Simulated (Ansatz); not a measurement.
**Clamped-ion strain scan in Sr**

Method: Ansatz 0.2.0, DFT r2SCAN, scalar-relativistic, plane waves, PAW. The runs took a 500 eV cutoff, a Γ-centred 14×14×14 mesh and Gaussian smearing (0.15 eV). No spin polarisation. Energies are free energies at this smearing, counted from the undisturbed cell; pressure is positive in compression.

The undisturbed cell (as given, not relaxed at this level; it stands at -0.2 GPa; this bcc form isn't the usual structure):

```
Sr
1.0
    -2.42500    2.42500    2.42500
     2.42500   -2.42500    2.42500
     2.42500    2.42500   -2.42500
Sr
1
Cartesian
  0.0000 0.0000 0.0000
```

The cell is strained by ε times the Voigt pattern (0, 1, 0, 0, 0, 0) (xx, yy, zz, yz, xz, xy; engineering shear) with fractional coordinates fixed. The cell is metallic on the mesh throughout.

```
      ε  ΔE (meV/atom)
-0.1500           63.2
-0.1125           28.1
-0.0750            8.4
-0.0375            0.2
 0.0000            0.0
 0.0375            4.9
 0.0750           13.6
 0.1125           25.9
 0.1312           33.2
 0.1500           41.3
```

Problem. Predict the pressure (GPa) at each point.

Solution.
```tsv
ε	pressure (GPa)
-0.1500	2.2
-0.1125	1.4
-0.0750	0.8
-0.0375	0.2
0.0000	-0.2
0.0375	-0.5
0.0750	-0.9
0.1125	-1.1
0.1312	-1.3
0.1500	-1.4
```